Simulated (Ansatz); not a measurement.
# TaCo₃: do energies and stresses tell the same story?

The calculation used DFT PBEsol, scalar-relativistic, plane waves, PAW (Ansatz).

Settings: cutoff 420 eV, Γ-centred mesh 12×12×12 on the computed 4-atom cell, Gaussian smearing of 0.10 eV; no spin polarisation.

Relaxed cell: Pm-3m, a = 3.589 Å, b = 3.589 Å, c = 3.589 Å, α = 90.00°, β = 90.00°, γ = 90.00°, 4 atoms in the primitive cell. Whether it is the stable form of this composition wasn't checked.

Energies at zero smearing and pressures from the stress tensor, at volumes with shape and atoms relaxed:
```tsv
V (Å³/atom)	E − E(first) (meV/atom)	P (GPa)
10.171	0.00	46.32
10.517	-83.93	31.73
10.864	-138.76	19.37
11.211	-168.90	8.88
11.558	-178.09	-0.02
11.904	-169.49	-7.58
12.251	-145.81	-14.01
12.713	-94.62	-21.08
```

Problem. Check P = −dE/dV between neighbouring volumes, and get the bulk modulus from the pressures alone.

Solution. With 1 eV/Å³ = 160.2 GPa:
```csv
middle V (Å³/atom),−ΔE/ΔV (GPa),mean P (GPa)
10.344,38.784,39.027
10.691,25.336,25.551
11.037,13.926,14.125
11.384,4.246,4.429
11.731,-3.971,-3.803
12.078,-10.946,-10.795
12.482,-17.738,-17.542
```

The two differ by 0.24 GPa at most. The mean of two end pressures misses the average over a step by about ΔV² P″/12, up to 0.20 GPa here; with that taken off 0.07 GPa remains. The stress is the derivative of the free energy, not of the energy at zero smearing, and with free energies 0.01 GPa remains. Around V = 11.558 Å³/atom, the two neighbours give B = −V ΔP/ΔV = 11.558 × 16.46 / 0.693 = 274.4 GPa, against B0 = 273.5 GPa from the Birch–Murnaghan fit of the energies.

Spin-orbit coupling is left out, which matters for the bands of heavy elements.

A ferromagnetic start lost its moments in a first run, so spin was left out; other magnetic orders weren't tried.

Cost: 9 runs of about 3.8 core-minutes in all, on Arm Neoverse N1 (shared hosts).